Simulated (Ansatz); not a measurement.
The cell below belongs to a search over invented structures; it isn't taken from experiment.

Input and command of a plane-wave DFT calculation in Ansatz:

```yaml
crystal:
  lattice:
    - [-2.0663762255, 2.0663762255, 7.5754765634]
    - [2.0663762255, -2.0663762255, 7.5754765634]
    - [2.0663762255, 2.0663762255, -7.5754765634]
  atoms:
    - { symbol: La, position: [0.3658307606, 0.3658307606, 0.0] }
    - { symbol: La, position: [0.6966224853, 0.6966224853, 0.0] }
    - { symbol: Sn, position: [0.0264602518, 0.0264602518, 0.0] }
    - { symbol: O, position: [0.9680029616, 0.4680029616, 0.5] }
    - { symbol: O, position: [0.4680029616, 0.9680029616, 0.5] }
    - { symbol: O, position: [0.2675402896, 0.7675402896, 0.5] }
    - { symbol: O, position: [0.7675402896, 0.2675402896, 0.5] }
basis:
  ecutwfc: 420
kpoints:
  mp_grid: { grid: [10, 10, 10] }
hamiltonian:
  xc: pbe
scf:
  occupations: { method: gaussian, width: 0.02 }
output:
  forces: true
  stress: true
  eigenvalues: true
relax:
  adjacent_minimum: "off"
  f_tol: 0.01
  max_steps: 30
  cell: { stress_tol: 0.1, fix: [volume] }
```

```bash
ansatz run input.yaml --threads 1 --pin off --max-ram 2560MiB --backend cpu --events-out ev --progress --plain --runs-dir out
```

Processor: AMD EPYC 9R45 96-Core Processor (Zen 5), 1 thread, on a host shared with other jobs.

**Question.** Estimate time, memory and problem size.

**Answer.** About 2.5 min, peak memory 0.69 GiB. It solves 37 bands at 102 k points (after reduction by symmetry) with about 2541 plane waves, in 45 SCF iterations over 6 ionic steps.
